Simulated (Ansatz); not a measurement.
The relaxed structure here is a generated cell of Cr: the first start was made by placing the elements on the sites of a structure type, and the end was not matched to a known phase here, so it may be hypothetical. Known forms of Cr include space group No. 229.

A relaxed cell of Cr (Pm-3m (No. 221)), relaxed on a k-mesh at least as fine as the one used below. Method: PBE (plane waves to 420 eV, PAW, scalar-relativistic; Ansatz, an electronic-structure program). Γ-centred k-mesh 7×14×14 on the run's cell (coarser than for final values), Fermi–Dirac smearing 0.05 eV.

```yaml
crystal:
  lattice:
    - [4.68059, 0.00000, 0.00000]
    - [0.00000, 2.34029, 0.00000]
    - [0.00000, 0.00000, 2.34029]
  atoms:
    - { symbol: Cr, position: [0.00000, 0.00000, 0.00000] }
    - { symbol: Cr, position: [0.50000, 0.00000, 0.00000] }
```

The atoms are displaced by (Å):

| atom | ux | uy | uz |
|---|---|---|---|
| Cr1 | 0.065 | -0.143 | 0.082 |
| Cr2 | 0.018 | -0.096 | -0.111 |

Q: What forces (eV/Å) and pressure result?

A: 
```tsv
atom	Fx	Fy	Fz
Cr1	-0.37	-0.15	0.52
Cr2	0.37	0.15	-0.52
```

Pressure -0.8 GPa.

The undisplaced cell is probably no minimum: from this displacement the run went on to Im-3m (No. 229), 1.03 eV/atom below it.

No spin polarisation in the result: the starting moments vanished. A magnetic state may lie lower.
